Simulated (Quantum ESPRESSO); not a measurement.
## Kohn-Sham bands of ZrN (P-3m1)

```yaml
crystal:
  lattice:
    - [3.20902, 0.00000, 0.00000]
    - [-1.60451, 2.77909, 0.00000]
    - [0.00000, 0.00000, 5.51692]
  atoms:
    - { symbol: Zr, position: [0.66667, 0.33333, 0.74527] }
    - { symbol: Zr, position: [0.33333, 0.66667, 0.25473] }
    - { symbol: N, position: [0.00000, 0.00000, 0.00000] }
    - { symbol: N, position: [0.00000, 0.00000, 0.50000] }
```

Materials Project entry mp-1014160; symmetrised, unrelaxed at this level. Not found in the COD (Crystallography Open Database) copy used, which has the formula in other groups; not checked further. Level: PBEsol, no spin polarisation, no spin-orbit coupling; pw.x of Quantum ESPRESSO at 68 Ry with PseudoDojo potentials, 12×12×6 k-points, Wannier90. Density: 12×12×6 mesh, cold smearing 0.01 Ry.

Energies are relative to the Fermi level; weights are on the orthonormalised atomic waves of the pseudopotential files, averaged over the group. 34 electrons a cell are treated as valence.

```csv
bands,from (eV),to (eV),filling,weight on atomic waves
1–2,-49.16,-48.98,filled,…
3–8,-27.91,-26.77,filled,…
9–10,-15.80,-13.38,filled,…
```

Q: Which atomic shells make up each group?

A: 
- 1–2, weight on atomic waves: Zr 4s 95 %
- 3–8, weight on atomic waves: Zr 4p 96 %
- 9–10, weight on atomic waves: N 2s 71 %, Zr 4d 16 %, Zr 5s 8 %

No gap over 0.05 eV opens at the Fermi level at this level of theory.
